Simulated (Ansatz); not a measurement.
## One relaxed cell of H₄NF at several levels

A database entry relaxed whole under r2SCAN at zero pressure (P6_3mc, No. 186):

```
H N F
1.0
     4.42895    0.00000    0.00000
    -2.21448    3.83558    0.00000
     0.00000    0.00000    7.16463
H N F
8 2 2
Direct
  0.33333 0.66667 0.22913
  0.66667 0.33333 0.72913
  0.46135 0.53865 0.42259
  0.92271 0.46135 0.92259
  0.46135 0.92271 0.42259
  0.53865 0.46135 0.92259
  0.07729 0.53865 0.42259
  0.53865 0.07729 0.92259
  0.33333 0.66667 0.37443
  0.66667 0.33333 0.87443
  0.33333 0.66667 0.99719
  0.66667 0.33333 0.49719
```

Its volume is 10.14 Å³ an atom, -0.2 % against the entry's 10.17, a cell as deposited in COD (1989).

Single points on this cell with plane-wave PAW DFT (Ansatz 0.2.0; r2SCAN 500 eV, hybrids 420 eV; fermi-dirac occupations of width 0.020 eV; no moments): r2SCAN on a 6×6×4 Γ-centred mesh; HSE06 on a 6×6×2 Γ-centred mesh; PBE0 on a 6×6×2 Γ-centred mesh.

Q: What does each level give for gap and charges?

A: The runs give:

```json
{"level": "r2SCAN", "gap (eV), or kind": "6.56", "pressure (GPa)": "0.0", "Bader charge of H (e)": "+0.52", "Bader charge of N (e)": "-1.25", "Bader charge of F (e)": "-0.82"}
{"level": "HSE06", "gap (eV), or kind": "7.81", "pressure (GPa)": "0.0", "Bader charge of H (e)": "+0.52", "Bader charge of N (e)": "-1.26", "Bader charge of F (e)": "-0.83"}
{"level": "PBE0", "gap (eV), or kind": "8.59", "pressure (GPa)": "0.0", "Bader charge of H (e)": "+0.52", "Bader charge of N (e)": "-1.26", "Bader charge of F (e)": "-0.83"}
```

Under r2SCAN the gap is 6.56 eV, over mesh and band path. HSE06 moves it by +1.25 eV and PBE0 by +2.02 eV; PBE0 keeps its exact exchange at long range, which widens the gap over HSE06's by 0.77 eV on their common mesh.

Caveats: the relaxation kept the start's symmetry; HSE06 is read on its mesh and at the zone's corners, PBE0 on its mesh alone; hybrid pressures are good to a few tenths of a GPa; pressure is positive in compression.
